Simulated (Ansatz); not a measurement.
### Question
Name crystals whose computed values (r²SCAN (plane waves, PAW; program Ansatz)) fall in these windows: B₀ by P(V) fit (GPa) 17 to 25; Θ_D (K) 110 to 160; highest Γ mode, no LO–TO term (cm⁻¹) 78 to 99.

### Answer


```tsv
crystal	B₀ by P(V) fit (GPa)	Θ_D (K)	highest Γ mode, no LO–TO term (cm⁻¹)
CsPbBr3, cubic perovskite	21.0	136	90
```
Others may fit too.

Not the usual ambient phase: CsPbBr3, cubic perovskite. The cell was relaxed under the symmetry of its start. Scalar-relativistic: spin–orbit coupling is off unless named, which matters more the heavier the elements.

Potentials: the later of the program's two PAW sets.
